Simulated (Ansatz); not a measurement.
**Question.** Write an Ansatz input for a single-point calculation of LaOs3 with PBE (scalar-relativistic), a cutoff of 420 eV (density cutoff 4 times that), a Γ-centred 8×8×8 mesh and Gaussian smearing of 0.05 eV, without spin polarisation. Forces, stress and eigenvalues are wanted. The structure:
```
CELL_PARAMETERS angstrom
4.2257675158 0.0000000000 0.0000000000
0.0000000000 4.2257675158 0.0000000000
0.0000000000 0.0000000000 4.2257675158
ATOMIC_POSITIONS crystal
La 0.0000000000 0.0000000000 0.0000000000
Os 0.0000000000 0.5000000000 0.5000000000
Os 0.5000000000 0.5000000000 0.0000000000
Os 0.5000000000 0.0000000000 0.5000000000
```

**Answer.** 
```yaml
crystal:
  lattice:
    - [4.2257675158, 0.0, 0.0]
    - [0.0, 4.2257675158, 0.0]
    - [0.0, 0.0, 4.2257675158]
  atoms:
    - { symbol: La, position: [0.0, 0.0, 0.0] }
    - { symbol: Os, position: [0.0, 0.5, 0.5] }
    - { symbol: Os, position: [0.5, 0.5, 0.0] }
    - { symbol: Os, position: [0.5, 0.0, 0.5] }
basis:
  ecutwfc: 420
  ecutrho_ratio: 4
kpoints:
  mp_grid: { grid: [8, 8, 8] }
hamiltonian:
  xc: pbe
scf:
  occupations: { method: gaussian, width: 0.05 }
output:
  forces: true
  stress: true
  eigenvalues: true
```

Launched as:
```sh
ansatz run input.yaml --threads 2 --pin off --max-ram 2662MiB --backend cpu --events-out ev --progress --plain --runs-dir out
```

Run as written, it has 59 valence electrons, 1419 plane waves at Γ, 48 symmetry operations and 35 irreducible k-points; it took 6 SCF iterations in all. Run time: 2.4 s on 2 threads of Arm Neoverse V2, on a shared host, peak memory 0.39 GiB.

This is a trial structure made by placing the elements on a prototype's sites, so it needn't be the stable form.
